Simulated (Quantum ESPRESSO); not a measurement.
Field gradients of CdSe from the PAW reconstruction of the field gradient on a scalar-relativistic PBE ground state (a modified build of Quantum ESPRESSO, JTH datasets). The input of pw.x:

```
&CONTROL
  calculation = 'scf'
  prefix = 'x'
  pseudo_dir = './pseudo'
  outdir = './out'
  tprnfor = .true.
/
&SYSTEM
  ibrav = 0
  nat = 4
  ntyp = 2
  ecutwfc = 40
  ecutrho = 160
  occupations = 'fixed'
  nbnd = 22
/
&ELECTRONS
  conv_thr = 1e-11
/
ATOMIC_SPECIES
Cd 112.414 Cd.GGA_PBE-JTH.UPF
Se 78.971 Se.GGA_PBE-JTH.UPF
CELL_PARAMETERS angstrom
    4.346089849687     0.000000000000     0.000000000000
   -2.173044924843     3.763824216958     0.000000000000
    0.000000000000     0.000000000000     7.089840000000
ATOMIC_POSITIONS crystal
Cd     0.666667000000     0.333333000000     0.499950000000
Cd     0.333333666667     0.666666333333     0.999950000000
Se     0.666667000000     0.333333000000     0.875910000000
Se     0.333333666667     0.666666333333     0.375910000000
K_POINTS automatic
6 6 3 0 0 0
```
The geometry is a computed Materials Project entry, not a measured one. It is CdSe in P6₃mc. Stability against distortions was not tested.

Vzz is the sum of three terms, each taken along its main axis: the smooth valence density, the ions (nucleus and frozen core) with the augmentation charges of all other spheres, and the all-electron minus smooth density in the atom's own sphere. The split hangs on the datasets.  Cores are frozen. Cd had no test against all-electron runs.

```
site             smooth valence density  ions and other spheres  own sphere  Vzz (a.u.)
---------------  ----------------------  ----------------------  ----------  ----------
Cd (atoms 1, 2)                  -0.003                   0.002         ___         ___
```

Problem. Complete the blanks.

Solution. 
- Cd (atoms 1, 2), own sphere: 0.028
- Cd (atoms 1, 2), Vzz (a.u.): 0.027
